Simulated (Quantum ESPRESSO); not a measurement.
# HfTi3Zr3Ga: input and log of a self-consistent run

Simulated, not a measurement. The program is pw.x of Quantum ESPRESSO 7.5 (plane-wave density functional theory). The cell is made up: eight metal atoms on a hexagonal close-packed lattice, with elements, volume, strain and displacements drawn at random and not relaxed, so it may be unstable or far from any real phase. PseudoDojo standard norm-conserving files set the functional (PBE unless stated); there is no spin polarisation or spin-orbit coupling, the Fermi-Dirac width of 0.25 eV means electrons at about 2900 K, and the masses in the input are unused placeholders. Heavy elements are run without spin-orbit coupling, which real alloys of them have. A spin test at this wide smearing found no moment, but such smearing suppresses magnetism that the real alloy may have.

Input:

```
&control calculation='scf', pseudo_dir='./dojo.nc.sr.pbe.v0_5.standard.upf', outdir='./o', disk_io='minimal', tprnfor=.true., tstress=.true. /
&system ibrav=0, nat=8, ntyp=4, nbnd=66, ecutwfc=84.00895049, nosym=.true., tot_charge=0,
 occupations='smearing', smearing='fd', degauss=0.0183746611
/
&electrons conv_thr=1.470e-08, electron_maxstep=70, mixing_beta=0.5 /
ATOMIC_SPECIES
Ga 1.0 Ga.upf
Hf 1.0 Hf.upf
Ti 1.0 Ti.upf
Zr 1.0 Zr.upf
CELL_PARAMETERS angstrom
-3.0206 0.0208 -0.0082
-0.0492 5.087 -4.8736
0.023 -5.1477 -4.939
ATOMIC_POSITIONS angstrom
Hf -0.0691 -0.0044 0.0259
Ti -0.0001 1.8042 -2.5597
Zr 0.076 -0.2113 -4.8953
Zr -0.0318 1.7304 -7.3333
Ga -1.422 -0.7868 -2.5786
Zr -1.3622 -2.5119 -4.906
Ti -1.6412 -0.8793 -7.3028
Ti -1.5946 2.4594 -4.7734
K_POINTS automatic
8 4 3 1 1 1
```

The log is shortened where brackets say so; the opening notice, blank lines, dates and the lines on written files are dropped, and the path of the files is cut. It prints rydbergs, bohrs and kilobars, and counts compression as positive stress. Its total energy is the free energy E - TS of the whole cell.

```
     Program PWSCF v.7.5
     Parallel version (MPI & OpenMP), running on       4 processor cores
     Number of MPI processes:                 4
     Threads/MPI process:                     1
     [start-up lines left out]
     bravais-lattice index     =            0
     lattice parameter (alat)  =       5.7083  a.u.
     unit-cell volume          =    1023.4757 (a.u.)^3
     number of atoms/cell      =            8
     number of atomic types    =            4
     number of electrons       =        97.00
     number of Kohn-Sham states=           66
     kinetic-energy cutoff     =      84.0090  Ry
     charge density cutoff     =     336.0358  Ry
     scf convergence threshold =      1.5E-08
     mixing beta               =       0.5000
     number of iterations used =            8  plain     mixing
     Exchange-correlation= PBE
                           (   1   4   3   4   0   0   0)
     [axes and pseudopotential details left out]
   Cartesian axes
     site n.     atom                  positions (alat units)
         1        Hf     tau(   1) = (  -0.0228756  -0.0014566   0.0085742  )
         2        Ti     tau(   2) = (  -0.0000331   0.5972822  -0.8473912  )
         3        Zr     tau(   3) = (   0.0251599  -0.0699511  -1.6205939  )
         4        Zr     tau(   4) = (  -0.0105274   0.5728506  -2.4276962  )
         5        Ga     tau(   5) = (  -0.4707545  -0.2604709  -0.8536481  )
         6        Zr     tau(   6) = (  -0.4509577  -0.8315670  -1.6241361  )
         7        Ti     tau(   7) = (  -0.5433209  -0.2910931  -2.4175991  )
         8        Ti     tau(   8) = (  -0.5278939   0.8141868  -1.5802388  )
     number of k points=    48  Fermi-Dirac smearing, width (Ry)=  0.0184
                       cart. coord. in units 2pi/alat
        k(    1) = (  -0.0623424  -0.0121652  -0.0895441), wk =   0.0416667
        k(    2) = (  -0.0615503   0.1832977   0.1144694), wk =   0.0416667
     [further k points left out]
     Dense  grid:   106525 G-vectors     FFT dimensions: (  36,  80,  80)
     Estimated max dynamical RAM per process >     344.87 MB
     Estimated total dynamical RAM >       1.27 GB
     Initial potential from superposition of free atoms
     starting charge      96.9836, renormalised to      97.0000
     Starting wfcs are   79 randomized atomic wfcs
     total cpu time spent up to now is        5.7 secs
     per-process dynamical memory:   258.5 Mb
     Self-consistent Calculation
     iteration #  1     ecut=    84.01 Ry     beta= 0.50
     Davidson diagonalization with overlap
     ethr =  1.00E-02,  avg # of iterations =  2.3
     total cpu time spent up to now is       16.3 secs
     total energy              =    -924.86987819 Ry
     estimated scf accuracy    <       1.33056905 Ry
     iteration #  2     ecut=    84.01 Ry     beta= 0.50
     Davidson diagonalization with overlap
     ethr =  1.37E-03,  avg # of iterations =  6.3
     total cpu time spent up to now is       31.6 secs
     total energy              =    -923.35504055 Ry
     estimated scf accuracy    <      37.90197060 Ry
     iteration #  3     ecut=    84.01 Ry     beta= 0.50
     Davidson diagonalization with overlap
     ethr =  1.37E-03,  avg # of iterations =  6.1
     total cpu time spent up to now is       44.6 secs
     total energy              =    -925.38852025 Ry
     estimated scf accuracy    <       4.00578695 Ry
     iteration #  4     ecut=    84.01 Ry     beta= 0.50
     Davidson diagonalization with overlap
     ethr =  1.37E-03,  avg # of iterations =  2.0
     total cpu time spent up to now is       53.8 secs
     total energy              =    -925.62693679 Ry
     estimated scf accuracy    <       0.52346689 Ry
     iteration #  5     ecut=    84.01 Ry     beta= 0.50
     Davidson diagonalization with overlap
     ethr =  5.40E-04,  avg # of iterations =  4.0
     total cpu time spent up to now is       64.1 secs
     total energy              =    -925.65788832 Ry
     estimated scf accuracy    <       0.13961008 Ry
     [iterations 6 to 17 left out]
     iteration # 18     ecut=    84.01 Ry     beta= 0.50
     Davidson diagonalization with overlap
     ethr =  8.49E-10,  avg # of iterations =  3.0
     total cpu time spent up to now is      197.3 secs
     total energy              =    -925.67467110 Ry
     estimated scf accuracy    <       0.00000021 Ry
     iteration # 19     ecut=    84.01 Ry     beta= 0.50
     Davidson diagonalization with overlap
     ethr =  2.17E-10,  avg # of iterations =  5.0
     total cpu time spent up to now is      208.0 secs
     total energy              =    -925.67467111 Ry
     estimated scf accuracy    <       0.00000028 Ry
     iteration # 20     ecut=    84.01 Ry     beta= 0.50
     Davidson diagonalization with overlap
     ethr =  2.17E-10,  avg # of iterations =  1.8
     total cpu time spent up to now is      216.8 secs
     total energy              =    -925.67467113 Ry
     estimated scf accuracy    <       0.00000003 Ry
     iteration # 21     ecut=    84.01 Ry     beta= 0.50
     Davidson diagonalization with overlap
     ethr =  2.61E-11,  avg # of iterations =  4.5
     total cpu time spent up to now is      227.8 secs
     total energy              =    -925.67467113 Ry
     estimated scf accuracy    <       0.00000002 Ry
     iteration # 22     ecut=    84.01 Ry     beta= 0.50
     Davidson diagonalization with overlap
     ethr =  1.63E-11,  avg # of iterations =  2.0
     total cpu time spent up to now is      236.7 secs
     End of self-consistent calculation
     [lines on levels left out]
!    total energy              =    -925.67467113 Ry
     estimated scf accuracy    <          5.3E-09 Ry
     smearing contrib. (-TS)   =      -0.14839648 Ry
     internal energy E=F+TS    =    -925.52627465 Ry
     The total energy is F=E-TS. E is the sum of the following terms:
     one-electron contribution =    -238.71630646 Ry
     hartree contribution      =     167.45313399 Ry
     xc contribution           =    -183.34992844 Ry
     ewald contribution        =    -670.91317374 Ry
     convergence has been achieved in  22 iterations
     Forces acting on atoms (cartesian axes, Ry/au):
     atom    1 type  2   force =     0.00839899   -0.03922359   -0.02762686
     atom    2 type  3   force =    -0.00784573   -0.02220339    0.01509271
     atom    3 type  4   force =    -0.00038451    0.07610380    0.01919401
     atom    4 type  4   force =    -0.00012201    0.01959850    0.03409029
     atom    5 type  1   force =    -0.00717941    0.00845656    0.05063853
     atom    6 type  4   force =    -0.00977293   -0.05706690   -0.03126863
     atom    7 type  3   force =     0.00835291   -0.00658160   -0.04713793
     atom    8 type  3   force =     0.00855270    0.02091661   -0.01298212
     Total force =     0.144543     Total SCF correction =     0.000299
     Computing stress (Cartesian axis) and pressure
          total   stress  (Ry/bohr**3)                   (kbar)     P=       85.67
   0.00064071   0.00000196   0.00001028           94.25        0.29        1.51
   0.00000196   0.00059441  -0.00004854            0.29       87.44       -7.14
   0.00001028  -0.00004854   0.00051192            1.51       -7.14       75.31
     init_run     :      5.15s CPU      5.35s WALL (       1 calls)
     electrons    :    230.03s CPU    231.03s WALL (       1 calls)
     forces       :      1.74s CPU      1.76s WALL (       1 calls)
     stress       :      5.90s CPU      6.04s WALL (       1 calls)
     [timing details left out]
     PWSCF        :   4m 3.19s CPU   4m 4.57s WALL
     JOB DONE.
```

In other units: free energy -12594.446 eV for the cell, pressure 8.57 GPa, largest force component 1.957 eV/Å in size. The run took 246 s of wall time with four MPI processes on a shared machine (Intel Xeon, 2023 or later, virtual cores), so the time is rough. A rerun of this cell at a higher cutoff and on a denser mesh moved values by no more than 0.005 eV in energy, 0.02 GPa in stress and 0.007 eV/Å in force, and a second program with other atomic files agreed on that cell to 2 % rms in force and 0.5 GPa in pressure.